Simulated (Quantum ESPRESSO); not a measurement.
pw.x input (Quantum ESPRESSO 7.5; PBEsol, PseudoDojo standard norm-conserving files, scalar-relativistic):

```
&CONTROL
  calculation = 'scf'
  pseudo_dir = './pseudo'
  outdir = './out'
  tprnfor = .true.
  tstress = .true.
/
&SYSTEM
  ibrav = 0
  nat = 10
  ntyp = 4
  ecutwfc = 82.0
  ecutrho = 328.0
  occupations = 'smearing'
  smearing = 'fd'
  degauss = 0.002
  nbnd = 54
/
&ELECTRONS
  conv_thr = 1e-09
/
ATOMIC_SPECIES
Cl 35.4500 Cl.upf
Sc 44.9559 Sc.upf
Rb 85.4678 Rb.upf
Ag 107.8682 Ag.upf
CELL_PARAMETERS angstrom
  0.000000000000   5.240005000000   5.240005000000
  5.240005000000   0.000000000000   5.240005000000
  5.240005000000   5.240005000000   0.000000000000
ATOMIC_POSITIONS crystal
Cl   0.761400000000   0.238600000000   0.238600000000
Cl   0.238600000000   0.761400000000   0.761400000000
Cl   0.238600000000   0.761400000000   0.238600000000
Cl   0.761400000000   0.238600000000   0.761400000000
Cl   0.238600000000   0.238600000000   0.761400000000
Cl   0.761400000000   0.761400000000   0.238600000000
Sc   0.000000000000   0.000000000000   0.000000000000
Rb   0.750000000000   0.750000000000   0.750000000000
Rb   0.250000000000   0.250000000000   0.250000000000
Ag   0.500000000000   0.500000000000   0.500000000000
K_POINTS automatic
6 6 6 0 0 0
```

End of the output:

```
     total energy              =    -712.21236256 Ry
     estimated scf accuracy    <       0.00000008 Ry
     total energy              =    -712.21236259 Ry
     estimated scf accuracy    <          2.0E-09 Ry
[...]
     the Fermi energy is     4.7524 ev
!    total energy              =    -712.21236259 Ry
     estimated scf accuracy    <          6.1E-10 Ry
     smearing contrib. (-TS)   =       0.00000000 Ry
     internal energy E=F+TS    =    -712.21236259 Ry
     The total energy is F=E-TS. E is the sum of the following terms:
     one-electron contribution =    -385.50565225 Ry
     hartree contribution      =     219.96363361 Ry
     xc contribution           =    -143.43411964 Ry
     ewald contribution        =    -403.23622431 Ry
     convergence has been achieved in  10 iterations
     Forces acting on atoms (cartesian axes, Ry/au):
     atom    1 type  1   force =    -0.00076932    0.00000000    0.00000000
     atom    2 type  1   force =     0.00076932    0.00000000    0.00000000
     atom    3 type  1   force =    -0.00000000   -0.00076932    0.00000000
     atom    4 type  1   force =     0.00000000    0.00076932    0.00000000
     atom    5 type  1   force =     0.00000000    0.00000000   -0.00076932
     atom    6 type  1   force =     0.00000000    0.00000000    0.00076932
     atom    7 type  2   force =     0.00000000    0.00000000    0.00000000
     atom    8 type  3   force =     0.00000000   -0.00000000    0.00000000
     atom    9 type  3   force =     0.00000000    0.00000000    0.00000000
     atom   10 type  4   force =     0.00000000    0.00000000    0.00000000
     Total force =     0.001884     Total SCF correction =     0.000090
     Computing stress (Cartesian axis) and pressure
          total   stress  (Ry/bohr**3)                   (kbar)     P=      -18.95
  -0.00012881   0.00000000   0.00000000          -18.95        0.00        0.00
   0.00000000  -0.00012881   0.00000000            0.00      -18.95        0.00
   0.00000000   0.00000000  -0.00012881            0.00        0.00      -18.95
```
In a gapped system the printed Fermi energy is only some level inside the gap.

Spin-orbit coupling is not included.

Geometry of the Materials Project entry, not relaxed at this level.
